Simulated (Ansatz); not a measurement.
A short materials screen. Bulk modulus and its pressure derivative give the pressure that a small compression needs; a soft, simple solid makes a sensitive pressure gauge, a stiff one a good anvil or seat.

The yardstick is Si. Hydrostatic compression by 3 % of the volume (V₀/V = 1.0309), no change of phase.

Computed with Ansatz, a plane-wave PAW program. B₀, B₀′: r²SCAN, Birch–Murnaghan fit of energy against volume; volume per atom: r²SCAN, relaxed cell.

Runs started from generated or typed cells of the structure named: Si. Whether these are the forms stable at ambient conditions was not checked: Pt3Zn (Cu3Au type); TiZn2 (P6₃/mmc, hP12); Li2Pt (P6/mmm, hP3). Spin–orbit coupling is left out unless named.

Definitions used: linear estimate = B₀ × compression; P = (B₀/B₀′)[(V₀/V)^B₀′ − 1]; modulus under load = B₀ + B₀′P; relative pressure = P/P_ref.

```
crystal                       B₀ (GPa)  B₀′  V (Å³/atom)  linear estimate (GPa)  Murnaghan pressure (GPa)  modulus there (GPa)  pressure (relative)
----------------------------  --------  ---  -----------  ---------------------  ------------------------  -------------------  -------------------
Si (diamond type), reference      96.8  4.2        20.17                    2.9                     3.142                  110                 1.00
Pt3Zn (Cu3Au type)                 235  5.4        14.77                    7.1                     7.773                  277                  3.6
TiZn2 (P6₃/mmc, hP12)              123  4.5        14.64                    3.7                     4.012                  141                 1.28
Li2Pt (P6/mmm, hP3)               67.5  4.1        13.27                    2.0                     2.188                 76.5                 0.70
RuSb2 (Pnnm)                       124  4.9        21.50                    3.7                     4.069                  144                 1.30
```

**Question.** Check the column «pressure (relative)» against the rules: one row is wrong. Find and correct it.

**Answer.** The row of Pt3Zn (Cu3Au type) shows 3.6. From its own inputs, relative pressure: 7.773/3.142 = 2.5. The other rows agree with the rules.

With the correction: By relative pressure (highest first): Pt3Zn (Cu3Au type) (2.5 ± 0.12), RuSb2 (1.30 ± 0.065) ≈ TiZn2 (P6₃/mmc, hP12) (1.28 ± 0.064), Si (1.00 ± 0.050), Li2Pt (P6/mmm, hP3) (0.70 ± 0.035). The ± follows from allowances picked for this note (B₀ 5 %, B₀′ 0.4), carried to first order and added in quadrature, each row's own inputs moving alone; ≈ joins neighbours closer than their two ± added in quadrature.

B₀′ is the least certain number of such a fit, often by half a unit. Where several phases of a formula are at hand, those over 0.1 eV/atom above the lowest were not drawn (by r²SCAN where it compared them, else by the largest value; a layered or molecular lowest phase counts only with a dispersion term); other phases could lie lower still. Rows were sampled with a lean to familiar crystals, related or not, whatever their agreement with measurement; tables with many equal figures were not kept. Limits of the draw: no layered crystals, B₀′ of 2 to 8; no unfamiliar magnets, and cubic perovskites only if shown or known to be stable. As a rule kept out of such tables: 4f compounds, open-shell compounds run without a Hubbard term, cells found unstable in the tests at hand, cells close to a higher symmetry, and runs set to a pressure or over 12 % in volume from the crystal's fullest run.
